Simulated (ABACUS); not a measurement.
ABACUS run on CsSnI3 (Pm-3m, 5 atoms in the cell; from Materials Project mp-614013, changed as shown): self-consistent single point.

All values come from this method and carry its errors: PBEsol, PseudoDojo 0.4 standard norm-conserving PBEsol (tails mended) pseudopotentials (plane waves; ABACUS).

The change in words: volume scaled by 0.96. Reference geometry (Pm-3m):
```
CsSnI3
1.0
    6.28623     0.00000     0.00000
    0.00000     6.28623     0.00000
    0.00000     0.00000     6.28623
Cs Sn I
1 1 3
Direct
  0.50000   0.50000   0.50000
  0.00000   0.00000   0.00000
  0.50000   0.00000   0.00000
  0.00000   0.50000   0.00000
  0.00000   0.00000   0.50000
```

Reference input (self-consistent single point, DFT, PBEsol, plane waves, PseudoDojo 0.4 standard norm-conserving PBEsol (tails mended) pseudopotentials): KPT = Gamma 4 4 4 0 0 0; basis_type = pw; dft_functional = PBESOL; ecutwfc = 72 Ry; smearing_method = gaussian; smearing_sigma = 0.00367493 Ry; potentials = PseudoDojo 0.4 standard norm-conserving PBEsol (tails mended); symmetry = 1; ks_solver = dav_subspace; scf_nmax = 100; scf_thr = 1.0e-09 Ry; mixing_type = broyden. This run's input differs from it in these lines:

```diff
@@ -26,8 +26,8 @@
 LATTICE_CONSTANT
-11.879253
+11.718706
 
 LATTICE_VECTORS
-   1.0000000047    0.0000000000    0.0000000000
-   0.0000000000    1.0000000047    0.0000000000
-   0.0000000000    0.0000000000    1.0000000047
+   0.9999999748    0.0000000000    0.0000000000
+   0.0000000000    0.9999999748    0.0000000000
+   0.0000000000    0.0000000000    0.9999999748
```

The program printed (abridged):

```
 SELF-CONSISTENT
 -------------------------------------------
                                 init_chg = atomic

 PW ALGORITHM --------------- ION=   1  ELEC=   1--------------------------------

 Notice: Threshold on eigenvalues was too large.

 Density error is 0.0593816414377
                          Error Threshold = 0.000140123397792
 E_KohnSham     -282.1057678634      -3838.2458816079
 E_Fermi        0.3285501848         4.4701545924

 PW ALGORITHM --------------- ION=   1  ELEC=   2--------------------------------

 Density error is 0.0120555760012
                          Error Threshold = 0.000134958275995
   [... lines left out ...]

 Density error is 6.8248014296e-09
                          Error Threshold = 4.32455584025e-10
 E_KohnSham     -282.1080553702      -3838.2770047342
 E_Fermi        0.3187936704         4.3374104033

 PW ALGORITHM --------------- ION=   1  ELEC=   9--------------------------------

 Density error is 8.78184884403e-10
                          Error Threshold = 1.551091234e-11
 E_KohnSham     -282.1080553723      -3838.2770047632
 E_KS(sigma->0) -282.1080552592      -3838.2770032247
 E_entropy(-TS) -0.0000002262        -0.0000030771
 E_Fermi        0.3187885545         4.3373407980
 charge density convergence is achieved
 final etot is -3838.2770048 eV
 EFERMI = 4.337340798 eV

 STATE ENERGY(eV) AND OCCUPATIONS    NSPIN == 1
   [... 29 lines left out ...]

 TOTAL-FORCE (eV/Angstrom)
                       Cs1         0.0000000000         0.0000000000         0.0000000000
                       Sn1         0.0000000000         0.0000000000         0.0000000000
                        I1         0.0000000000         0.0000000000         0.0000000000
                        I2         0.0000000000         0.0000000000         0.0000000000
                        I3         0.0000000000         0.0000000000         0.0000000000

 TOTAL-STRESS (KBAR)
        -3.8768136448        -0.0000000000         0.0000000000
         0.0000000000        -3.8768136448         0.0000000000
         0.0000000000        -0.0000000000        -3.8768136448
 TOTAL-PRESSURE: -3.876814 KBAR

 --------------------------------------------
 !FINAL_ETOT_IS -3838.2770047631920534 eV
 --------------------------------------------
```

The run converged in 9 iterations. Against the reference run the free energy drops by 8.6 meV/atom, the pressure goes from -0.99 to -0.39 GPa and the gap on the mesh goes from 0.423 to 0.249 eV.

Spin-orbit coupling is left out, which matters for bands and gaps with elements this heavy. The structure comes from a collection of computed structures, made at another level of theory; the collection holds predicted forms beside known ones.

Cost on one core: roughly 2.1 core-minutes.

“Tails mended”: in these copies of the files the far tail of each local potential was reset to the Coulomb form.
